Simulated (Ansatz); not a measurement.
**Ca (fcc, Cu type), frozen-phonon scan**

Relaxed Ca (fcc, Cu type):

```xyz
2
Lattice="0.0000 5.5265 5.5265 2.7633 0.0000 2.7633 2.7633 2.7633 0.0000" Properties=species:S:1:pos:R:3 pbc="T T T"
Ca     0.0000     0.0000     0.0000
Ca     2.7633     5.5265     2.7633
```

The atoms are displaced by Q × the pattern below (from a DFPT mode at L = (0.5, 0.0, 0.0), largest move 1; Q in Å), at fixed cell. (q is in reciprocal vectors of the primitive cell; the cell shown is doubled to hold the pattern.)

```csv
atom,x,y,z
Ca1,-0.577,0.577,0.577
Ca2,0.577,-0.577,-0.577
```

Computed with PBE (plane waves to 420 eV, PAW, scalar-relativistic; Ansatz, a quantum-chemistry and plane-wave program). k mesh 15×15×15 (Γ-centred), Fermi-Dirac smearing 0.05 eV. Energies are smeared free energies. Compression counts positive. With partly filled bands, energies and forces of such displacements shift with the k mesh and the smearing. Ca was relaxed with its symmetry unable to fall. ΔE is measured from the undisplaced structure.

| Q (Å) | ΔE (meV/cell) | −dE/dQ from forces (eV/Å) | P (GPa) |
|---|---|---|---|
| -0.180 | 116 | 1.313 | 0.5 |
| -0.150 | 80 | 1.080 | 0.4 |
| -0.120 | 51 | 0.854 | 0.2 |
| -0.090 | 28 | 0.635 | 0.1 |
| -0.060 | 13 | 0.421 | 0.1 |
| -0.030 | 3 | 0.210 | 0.0 |
| 0.000 | 0 | 0.000 | 0.0 |
| 0.030 | 3 | -0.210 | 0.0 |
| 0.060 | 13 | -0.421 | 0.1 |
| 0.090 | 28 | -0.635 | 0.1 |
| 0.120 | 51 | -0.854 | 0.2 |
| 0.150 | 80 | -1.080 | 0.4 |
| 0.180 | 116 | -1.313 | 0.5 |

What the scan shows:

- Energy at Q = 0.180 Å: 116 meV/cell
- Space group of the distorted cell: R-3m (No. 166), lowered from Fm-3m
- Symmetry of the curve: even: the same for both signs
- Shape of the curve: a single well with its minimum at or next to zero displacement
- Harmonic wavenumber from the curvature (finite differences): 154 cm⁻¹

(For displaced atoms, the force is minus the slope of the energy, and its curvature is a force constant, which sets phonon frequencies.)
